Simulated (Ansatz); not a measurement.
CdSe (zinc blende): values from a third-order Birch-Murnaghan fit to a volume scan beside measured ones. Computed values: PBE (plane waves to 420 eV, PAW, scalar-relativistic; Ansatz, a first-principles code). CdSe was relaxed with its symmetry unable to fall.

```json
[
 {"quantity": "Lattice constant a (Å)", "reference": "6.077", "kind": "measured, room temperature or unstated", "PBE": "6.196", "difference": "+2.0 %"}
]
```

References as given in: arXiv:1206.3780. Values not taken to low temperature hold thermal and zero-point shifts that a static calculation lacks, so small differences there are no errors of the method.

(A scan under strain: stresses follow from slopes of the energy per volume, elastic moduli from its curvatures.)
